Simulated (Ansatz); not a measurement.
## K2PdC2 (P-3m1), one atom moved over a plane

All numbers below come from Ansatz, DFT LDA, scalar-relativistic, plane waves, PAW. The runs took a 420 eV cutoff, a Γ-centred 6×6×6 mesh and Gaussian smearing (0.05 eV). No spin polarisation. Energies are free energies at this smearing, counted from the undisturbed cell; pressure is positive in compression.

Zero of the scan (as given, not relaxed at this level; it stands at -2.6 GPa, and it needn't be the usual structure):

```
K Pd C
1.0
     5.11818    0.00000    0.00000
    -2.55909    4.43248    0.00000
     0.00000    0.00000    5.25814
K Pd C
2 1 2
Direct
  0.66667 0.33333 0.72020
  0.33333 0.66667 0.27980
  0.00000 0.00000 0.00000
  0.00000 0.00000 0.62020
  0.00000 0.00000 0.37980
```

Atom 1 (K) is moved by p along (0.707, 0.707, 0.000) and q along (0.000, 0.000, 1.000) (Å), all else fixed. Points are written (p, q).

Energy above the undisturbed cell in eV/cell (a dash: not computed):

```
 p \ q  -0.200  0.000  0.200
-0.200    0.06   0.04   0.05
 0.000    0.02   0.00   0.01
 0.200    0.05   0.03      –
```

Pressure in GPa:

| p \ q | -0.200 | 0.000 | 0.200 |
| --- | --- | --- | --- |
| -0.200 | -2.5 | -2.4 | -2.3 |
| 0.000 | -2.7 | -2.6 | -2.5 |
| 0.200 | -2.5 | -2.5 | – |

Gap on the k-mesh in eV:

| p \ q | -0.200 | 0.000 | 0.200 |
| --- | --- | --- | --- |
| -0.200 | 1.31 | 1.31 | 1.31 |
| 0.000 | 1.34 | 1.34 | 1.35 |
| 0.200 | 1.31 | 1.30 | – |